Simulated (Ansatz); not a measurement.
## Profile along the W–W line in W (fcc, Cu type)

W (fcc, Cu type)

Space group Fm-3m (No. 225); a = 3.9976 Å, b = 3.9976 Å, c = 3.9976 Å, α = 90.00°, β = 90.00°, γ = 90.00°

```csv
atom,site,symmetry,x,y,z
W,4a,m-3m,0.0000,0.0000,0.0000
```
(The calculation used a cell of 1 atom; values per cell refer to that cell.)

Fields along a shortest W–W line of a {100} plane (2.83 Å), from W to W, interpolated on the slice's grid (step about 0.1 Å). Method: PBEsol (plane waves to 420 eV, PAW, scalar-relativistic; Ansatz, a program for electronic structure). k mesh 20×20×20. These are valence fields of a PAW run, semicore shells included where kept as valence: close to a nucleus they are smooth pseudo fields. Spin-orbit coupling is left out, though W is heavy. This is one of several known forms of W; the measured ambient cells at hand have space group No. 229. W is run without spin polarisation. W was relaxed with its symmetry unable to fall.

```csv
distance from W (Å),valence electron density (e/Å³),electron localisation function
0.00,3.56,x
0.28,5.15,x
0.57,4.17,0.72
0.85,1.39,0.46
1.13,0.47,0.25
1.42,0.36,0.36
1.70,0.47,0.25
1.98,1.39,0.46
2.26,4.17,0.72
2.55,5.15,x
2.83,3.56,x
```

x: too close to a nucleus for the ELF to mean much.

Density on the W–W line (2.83 Å) at its midpoint: 0.36 e/Å³. ELF at that point: 0.36.
